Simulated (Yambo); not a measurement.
Yambo run on CsHgF₃ (cubic perovskite, space group Pm-3m, No. 221). The wavefunctions come from this Quantum ESPRESSO step (LDA, PseudoDojo standard norm-conserving files, scalar-relativistic):

```
&CONTROL
  calculation = 'nscf'
  pseudo_dir = './pseudo'
  outdir = './out'
/
&SYSTEM
  ibrav = 0
  nat = 5
  ntyp = 3
  ecutwfc = 84.0
  ecutrho = 336.0
  occupations = 'fixed'
  force_symmorphic = .true.
  nbnd = 148
/
&ELECTRONS
  conv_thr = 5e-09
  diago_full_acc = .true.
  diago_thr_init = 1e-08
/
ATOMIC_SPECIES
F 18.9984 F.upf
Cs 132.9055 Cs.upf
Hg 200.5920 Hg.upf
CELL_PARAMETERS angstrom
  4.595450000000   0.000000000000   0.000000000000
  0.000000000000   4.595450000000   0.000000000000
  0.000000000000   0.000000000000   4.595450000000
ATOMIC_POSITIONS crystal
F   0.000000000000   0.500000000000   0.500000000000
F   0.500000000000   0.000000000000   0.500000000000
F   0.500000000000   0.500000000000   0.000000000000
Cs   0.000000000000   0.000000000000   0.000000000000
Hg   0.500000000000   0.500000000000   0.500000000000
K_POINTS automatic
4 4 4 0 0 0
```

Yambo input:

```
rim_cut
gw0
dyson
el_el_corr
HF_and_locXC
ppa
em1d
RandQpts= 1000000
RandGvec= 1 Ry
EXXRLvcs= 84 Ry
VXCRLvcs= 336 Ry
Chimod= "HARTREE"
% BndsRnXp
 5 | 147 |
%
NGsBlkXp= 7 Ry
% LongDrXp
 1.0 | 1.0 | 1.0 |
%
PPAPntXp= 27.2114 eV
% GbndRnge
 1 | 147 |
%
GTermKind= "BG"
DysSolver= "n"
ExtendOut
% QPkrange
 1 | 1 | 25 | 26 |
 10 | 10 | 25 | 26 |
%
```

k points by index: 1 = Γ, 10 = R.

Resulting energies as the program prints them:

```
#    K-point    Band    Eo [eV]    E [eV]    E-Eo [eV]    Vxc [eV]    Vnlxc [eV]    Sc|Eo [eV]    Sc|E [eV]    dSc/dw|Eo [eV]    Re(Z)    Im(Z)
#
    1    25    -2.035851    -3.464555    -1.428704    -21.42105    -29.02056    5.730577    6.170812    -8.383183    0.764476    -0.002074
    1    26    0.448256    1.475317    1.027061    -13.67740    -9.269964    -3.191495    -3.380374    -5.003883    0.844672    -0.945253E-3
    10    25    0.000000    -0.997770    -0.997770    -24.65114    -30.31946    4.415124    4.670554    -6.965316    0.796195    -0.001225
    10    26    5.312155    6.914281    1.602126    -19.44176    -13.83609    -3.632855    -4.003543    -6.294189    0.811988    0.011301
```
(The two width columns are left out.) Convergence of these settings isn't established.

Spin-orbit coupling is not included.

Geometry of the Materials Project entry, not relaxed at this level.
